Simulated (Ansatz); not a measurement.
Hf:
```yaml
crystal:
  lattice:
    - [3.20478, 0.00000, 0.00000]
    - [-1.60239, 2.77542, 0.00000]
    - [0.00000, 0.00000, 5.06732]
  atoms:
    - { symbol: Hf, position: [0.33333, 0.66667, 0.75000] }
    - { symbol: Hf, position: [0.66667, 0.33333, 0.25000] }
```

Relaxed with PBE. Special points in fractions of this cell's reciprocal vectors: Γ (0.000, 0.000, 0.000); M (0.500, 0.000, 0.000); K (0.333, 0.333, 0.000); A (0.000, 0.000, 0.500); L (0.500, 0.000, 0.500); H (0.333, 0.333, 0.500).

Task: List the band energies nearest the Fermi level at these points for the program Ansatz at the PBE level (PAW).

Result: In eV from the Fermi level; about four levels below and three above (degenerate sets whole), none deeper than 8.9 eV; points with the same levels are listed once.

```
k                    below                          above
-  -----------------------  -----------------------------
Γ              -7.36 -3.70                 0.60 1.16 1.16
M  -3.35 -2.74 -2.22 -0.83                 0.77 0.85 1.65
K  -2.12 -1.81 -1.81 -1.45                 0.36 0.36 2.02
A              -5.40 -5.40  0.14 0.14 1.05 1.05 1.05 1.05
L  -3.40 -3.40 -0.99 -0.99            1.14 1.14 2.62 2.62
H  -1.46 -1.46 -0.22 -0.22            2.50 2.50 5.01 5.01
```

Space group P6_3/mmc (hcp (Mg type)). The cell was relaxed with PBE under the symmetry of its start. The run is not spin-polarised. Scalar-relativistic: spin–orbit coupling is off unless named, which matters more the heavier the elements.

Potentials: the later of the program's two PAW sets.
